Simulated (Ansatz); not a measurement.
Below is a relaxed structure of Si2C3. The cell was found from a structure generator's guess, not taken from experiment.

All numbers below come from DFT PBE, scalar-relativistic, plane waves, PAW in Ansatz 0.2.0. Cutoff 420 eV, Γ-centred mesh, Gaussian smearing, no spin polarisation.

```
CELL_PARAMETERS angstrom
-1.92947 1.92947 5.09111
1.92947 -1.92947 5.09111
1.92947 1.92947 -5.09111
ATOMIC_POSITIONS crystal
Si 0.50000 0.00000 0.50000
Si 0.00000 0.50000 0.50000
C 0.50000 0.50000 0.00000
C 0.92894 0.92894 0.00000
C 0.07106 0.07106 0.00000
```

Formation energies are uncorrected and refer to the elements' standard structures at the same level.

(1) Find its symmetry and describe it.

(2) What is its formation energy per atom?

(3) Is it a metal?

## Answers

(1) I4/mmm (No. 139). Conventional cell: a = 3.859 Å, c = 10.182 Å. Si has 2 C at 1.93 Å and 4 C at 2.06 Å; around C on a site of symmetry 4/mmm lie 4 Si at 1.93 Å; around C on a site of symmetry 4mm lie 1 C at 1.45 Å and 4 Si at 2.06 Å.

(2) +1.43 eV/atom. It can't be a ground state, since the elements alone are lower.

(3) Yes, bands cross the Fermi level on the 14×14×14 mesh.

The last run used a 14×14×14 mesh for its 5-atom cell and Gaussian smearing of 0.10 eV. Weakly bound directions are ill-defined at this level, which has no dispersion term. The reference form of C is held partly by dispersion forces, which this level lacks. A structure relaxed within its symmetry needn't be a true minimum. Another cell of Si2C3 relaxed alike, in P-3m1, lies 0.59 eV/atom lower, so this cell isn't the stable form at this level.
